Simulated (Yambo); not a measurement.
G0W0@PBEsol for AgCl (rock salt, space group Fm-3m, No. 225) in Yambo. Reference settings: 4×4×4 Γ-centred k mesh, bands 5 to 100 and a 10 Ry block in the screening, 100 bands in G with the Bruneval-Gonze terminator, plasmon pole fitted at 27.2 eV. The PBEsol gap L → Γ on this mesh is 0.73 eV; G0W0 gaps are taken between the same points.

| change from the reference | G0W0 gap L → Γ (eV) | shift of the valence edge (eV) |
|---|---|---|
| reference settings | 2.29 | -1.13 |
| 47 bands in W | 2.35 | -1.00 |
| 4 Ry block | ___ | -0.98 |
| 64 bands in G | 2.30 | -1.14 |
| no random integration | 2.22 | -0.89 |
| 8 Ry block | 2.28 | -1.10 |
| 64 bands in G, no terminator | 2.08 | -0.78 |
| 38 bands in G, no terminator | ___ | -0.51 |

Task: Estimate the withheld gaps from the other rows; the computed values follow.

Result: 
- 4 Ry block, G0W0 gap L → Γ (eV): 2.19
- 38 bands in G, no terminator, G0W0 gap L → Γ (eV): 2.02

The reference isn't shown to be the converged limit.

Spin-orbit coupling is not included.

Geometry relaxed with PBEsol; primitive cell a = b = c = 3.8520 Å, α = β = γ = 60.00°.

A shift is the quasiparticle energy of the state minus its PBEsol energy.
